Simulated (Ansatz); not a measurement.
YN (rock salt, Fm-3m), the program Ansatz at the PBE level (PAW). The conduction-band minimum lies at X, with 3 equivalent valleys. Second derivatives d²E/dk² of the lowest band at one valley (eV·Å²), along Cartesian directions:

```csv
direction,d²E/dk²
[100],5.901
[010],69.15
[001],69.15
[110],37.58
[101],37.58
[011],69.11
```

**Question.** Find the principal effective masses, the density-of-states mass and the conductivity mass.

**Answer.** Off-diagonal terms follow from H_xy = H[110] − (H_xx + H_yy)/2, and m*/mₑ = 7.620 eV·Å² over each eigenvalue: 0.11, 0.11, 1.3. One valley's DOS mass (m₁m₂m₃)^(1/3) = 0.25, conductivity mass 3/(Σ 1/mᵢ) = 0.16 mₑ.

**Question.** What effective density of states Nc follows at 300 K for parabolic valleys?

**Answer.** Nc = 2.509e19 × 3 × (0.25)^(3/2) ≈ 9.4e18 cm⁻³.

Symmetry was held in the PBE relaxation. The run is not spin-polarised. Scalar-relativistic: spin–orbit coupling is off unless named, which matters more the heavier the elements.

Potentials: the later of the program's two PAW sets.

Edges and masses are those of Kohn–Sham bands, whose gap is no quasiparticle gap.
